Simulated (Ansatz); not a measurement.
MoSe$_{2}$ (2H-MoS2 type, space group P6_3/mmc)

```yaml
crystal:
  lattice:
    - [3.27700, 0.00000, 0.00000]
    - [-1.63850, 2.83796, 0.00000]
    - [0.00000, 0.00000, 12.73101]
  atoms:
    - { symbol: Mo, position: [0.33333, 0.66667, 0.25000] }
    - { symbol: Mo, position: [0.66667, 0.33333, 0.75000] }
    - { symbol: Se, position: [0.33333, 0.66667, 0.61852] }
    - { symbol: Se, position: [0.66667, 0.33333, 0.11852] }
    - { symbol: Se, position: [0.66667, 0.33333, 0.38148] }
    - { symbol: Se, position: [0.33333, 0.66667, 0.88148] }
```

E(V) scan at fixed shape, V₀ the volume above. The atoms relax within the cell's symmetry.

These are PBE-D3(BJ) (plane waves to 420 eV, PAW, scalar-relativistic; Ansatz, a quantum-chemistry and plane-wave program) values and carry that method's errors. k mesh 12×12×3 (Γ-centred), Fermi-Dirac smearing 0.05 eV. Energies are smeared free energies. With the shape held, the modulus is that of even scaling; a crystal free to change shape is softer. MoSe2 is run without spin polarisation. MoSe2 was relaxed with its symmetry unable to fall. The PAW data are Ansatz's earlier set. The zero of ΔE is the relaxed starting cell.

```tsv
V (Å³/atom)	ΔE (meV/atom)
17.760	47.9
18.253	25.5
18.746	10.7
19.240	2.5
19.733	0.0
20.226	2.4
20.720	8.9
21.213	19.2
21.706	32.7
```

### Question
What is the fitted pressure derivative B₀′?

### Answer
4.8.

### Question
What bulk modulus at fixed cell shape B₀ follows from a third-order Birch-Murnaghan fit?

### Answer
63.7 GPa. Check by three points about V = 19.733 Å³/atom, step 0.493: d²E/dV² ≈ (2.5 − 2·0.0 + 2.4) meV / 0.493² = 0.0201 eV/Å⁶, and V·d²E/dV² × 160.2 = 63.7 GPa.

(A scan under strain: stresses follow from slopes of the energy per volume, elastic moduli from its curvatures.)
